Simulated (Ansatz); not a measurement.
Simulated powder pattern, Cu Kα, λ = 1.54184 Å (kinematic, ideal powder, no thermal factors, no anomalous dispersion; the 30 strongest lines at most, above 1 %, up to 2θ = 90°):

| 2θ (°) | I/Imax (%) |
|---|---|
| 23.50 | 100 |
| 38.84 | 80 |
| 45.90 | 49 |
| 56.10 | 13 |
| 61.65 | 20 |
| 70.33 | 26 |
| 75.30 | 15 |
| 83.37 | 8.4 |
| 88.13 | 15 |

The pattern belongs to a structure relaxed with r²SCAN (plane waves, PAW; program Ansatz).

Which of these materials gives this?
A. BAs, zinc blende
B. GaAs, zinc blende
C. CdTe, zinc blende
D. GaSb, zinc blende

C, CdTe, zinc blende

Give the lattice parameters.

a = 6.558 Å.

Space group F-43m (zinc blende). The cell was relaxed with r²SCAN under the symmetry of its start; of distortions, only those at the zone centre were tested. Spin–orbit coupling is left out wherever it is not named.

Potentials: the later of the program's two PAW sets.
